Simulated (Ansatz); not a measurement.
TeO₂:
```cif
data_O4Te2
_chemical_formula_sum 'Te2 O4'
_space_group_name_H-M_alt 'P 1'
_space_group_IT_number 1
_cell_length_a 3.78665
_cell_length_b 3.78665
_cell_length_c 6.04333
_cell_angle_alpha 90.000
_cell_angle_beta 90.000
_cell_angle_gamma 82.921
loop_
_space_group_symop_operation_xyz
  'x, y, z'
loop_
_atom_site_label
_atom_site_type_symbol
_atom_site_fract_x
_atom_site_fract_y
_atom_site_fract_z
_atom_site_occupancy
Te1 Te 0.90657 0.09343 0.00000 1
Te2 Te 0.40657 0.59343 0.50000 1
O1 O 0.34355 0.00515 0.84463 1
O2 O 0.99485 0.65645 0.15537 1
O3 O 0.84355 0.50515 0.65537 1
O4 O 0.49485 0.15645 0.34463 1
```

Relaxed with r²SCAN+D4.

Problem. Tabulate the valence density and the electron localisation function along the shortest Te–O contact (1.90 Å), DFT-r²SCAN+D4 in the program Ansatz with PAW potentials.

Solution. 

```tsv
distance from Te (Å)	density (e/Å³)	ELF
0.19	15.40	-0.01
0.28	12.98	0.01
0.38	10.12	0.03
0.47	7.22	0.08
0.57	4.66	0.16
0.66	2.73	0.24
0.76	1.57	0.30
0.85	1.07	0.34
0.95	1.00	0.41
1.04	1.12	0.54
1.14	1.35	0.67
1.23	1.76	0.75
1.33	2.44	0.76
1.42	3.39	0.72
1.52	4.50	0.63
1.61	5.60	0.50
1.71	6.56	0.35
```

The density is the valence pseudo-density with augmentation charge, so density and ELF within about 1 Å of a nucleus are not all-electron values.

Space group Aea2. The start of the workflow was typed in or built on a structure type; neither database checked (COD, Materials Project) lists it. COD files the formula under space group No. 19, 61, 92, 136. Whether it is the stable phase at ambient conditions was not checked. The cell was relaxed with r²SCAN+D4 under the symmetry of its start; its stability against distortions is not shown here. The volume moved by -58 % from the start of the relaxation. Scalar-relativistic: spin–orbit coupling is off unless named, which matters more the heavier the elements.

Potentials: the later of the program's two PAW sets.
